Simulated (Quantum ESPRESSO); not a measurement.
# Strain and stress in Si3AlC3N

The results below are calculated, not measured. They come from pw.x of Quantum ESPRESSO 7.5, a plane-wave density functional program, with PseudoDojo standard norm-conserving files (v0.5 for PBE, v0.4.1 for LDA and PBEsol). The cells are made up: elements, strain and atom displacements were drawn at random, and nothing was relaxed. There is no spin polarisation, spin-orbit coupling or dispersion term.

The cell has 8 sites of a wurtzite lattice (rectangular cell). Sites 1 to 4 hold Si Al Si Si; sites 5 to 8 hold C C C N. Cell vectors in Å: (3.215, 0.011, 0.007); (0.018, 5.513, -0.004); (0.011, -0.004, 5.285). Settings: PBE, cutoff 1143 eV, 5 x 4 x 4 k mesh shifted by half a step, Fermi-Dirac smearing of 0.025 eV.

Each run adds a strain along z to one cell, with the atoms carried along; the vectors above are those of run 5. Stress is positive in tension and P is minus a third of its trace. E is the free energy for each atom above the lowest run shown. The last column is band 17 less band 16 at Gamma, from a band step after each run.

| run | strain (%) | s_xx (GPa) | s_yy (GPa) | s_zz (GPa) | s_xy (GPa) | P (GPa) | E (meV/atom) | level step at Gamma (eV) |
| --- | --- | --- | --- | --- | --- | --- | --- | --- |
| 1 | -2.31 | 17.27 | 8.71 | -1.81 | 1.23 | -8.06 | 0.00 | 2.173 |
| 2 | -1.66 | 17.31 | 8.85 | 1.80 | 1.25 | -9.32 | 0.03 | 2.197 |
| 3 | -1.29 | 17.33 | 8.92 | 3.78 | 1.26 | -10.01 | 0.74 | 2.210 |
| 4 | -0.41 | 17.36 | 9.08 | 8.25 | 1.28 | -11.57 | 4.62 | 2.238 |
| 6 | 1.53 | 17.37 | 9.38 | 17.10 | 1.33 | -14.61 | 22.71 | 2.290 |
| 7 | 2.31 | 17.35 | 9.48 | 20.29 | 1.34 | -15.70 | 33.36 | 2.301 |
| 5 | 0.07 | ? | ? | ? | ? | ? | ? | ? |

A rerun of one of these cells at 1437 eV and k mesh 7 x 6 x 6 moved values by no more than 0.016 eV in the cell's energy, 0.17 GPa in stress and 0.009 eV/Å in force.

## Worked fit

A parabola through the six runs shown gives s_zz = 10.24 + 4.78 e - 0.188 e² GPa, with e in per cent and a scatter of 0.02 GPa. The slope is a stiffness of 478 ± 2 GPa for each unit of this strain at e = 0. The atoms are clamped, and relaxing them would in general lower it. The error is the larger of the fit's own and the change that a cubic makes, rounded up.

## Withheld run

Question: what s_zz should run 5 give?

The fit gives 10.57 GPa. The calculation gave 10.57 GPa.

| run | strain (%) | s_xx (GPa) | s_yy (GPa) | s_zz (GPa) | s_xy (GPa) | P (GPa) | E (meV/atom) | level step at Gamma (eV) |
| --- | --- | --- | --- | --- | --- | --- | --- | --- |
| 5 | 0.07 | 17.37 | 9.17 | 10.57 | 1.29 | -12.37 | 7.91 | 2.254 |